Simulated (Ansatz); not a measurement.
Relaxed TiB$_{2}$ (AlB2 type, space group P6/mmm):

```
CELL_PARAMETERS angstrom
      3.02469     0.00000     0.00000
     -1.51235     2.61946     0.00000
      0.00000     0.00000     3.22263
ATOMIC_POSITIONS crystal
  Ti 0.00000 0.00000 0.00000
  B  0.33333 0.66667 0.50000
  B  0.66667 0.33333 0.50000
```

The atoms are displaced by Q × the pattern below (from a DFPT mode at Γ, largest move 1; Q in Å), at fixed cell. It is one choice among 3 degenerate patterns.

| atom | x | y | z |
|---|---|---|---|
| Ti1 | 0.000 | 0.000 | 0.452 |
| B2 | 0.000 | 0.000 | -1.000 |
| B3 | 0.000 | 0.000 | -1.000 |

Method: r2SCAN (plane waves to 500 eV, PAW, scalar-relativistic; Ansatz, a program for electronic structure). k mesh 18×18×14 (Γ-centred), Fermi-Dirac smearing 0.05 eV. The energy includes the smearing's −TS. With partly filled bands, energies and forces of such displacements shift with the k mesh and the smearing. TiB2 is run without spin polarisation. TiB2 was relaxed with its symmetry unable to fall. ΔE is measured from the undisplaced structure.

Q: What ΔE (meV/cell) does the calculation give at Q (Å) = -0.090, -0.060, 0.090, 0.120, 0.180?

A: 
| Q (Å) | ΔE (meV/cell) |
|---|---|
| -0.090 | 128 |
| -0.060 | 56 |
| 0.090 | 128 |
| 0.120 | 229 |
| 0.180 | 523 |

(A displaced cell: forces are minus the slopes of the energy, force constants its curvatures, and phonons follow from these.)
